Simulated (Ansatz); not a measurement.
**Question.** TiO₂ in space group Pbca (No. 61; Ti on 8c, O on 8c, O on 8c) is relaxed with plane-wave PAW PBE (Ansatz code). What lattice parameters of the conventional cell result?

**Answer.** a = 5.170 Å, b = 9.259 Å, c = 5.504 Å.

**Question.** Give the free coordinates with the occupied sites.

**Answer.** In one choice of origin and axes:

```json
[
 {"atom": "Ti", "site": "8c", "symmetry": "1", "x": "0.1377", "y": "0.3710", "z": "0.4083"},
 {"atom": "O", "site": "8c", "symmetry": "1", "x": "0.3169", "y": "0.4898", "z": "0.1483"},
 {"atom": "O", "site": "8c", "symmetry": "1", "x": "0.4640", "y": "0.2702", "z": "0.3917"}
]
```

**Question.** Is it a metal or does it have a gap at this level?

**Answer.** A gap of 2.39 eV.

Symmetry was held in the PBE relaxation. No spin polarisation was allowed.

Potentials: the later of the program's two PAW sets.
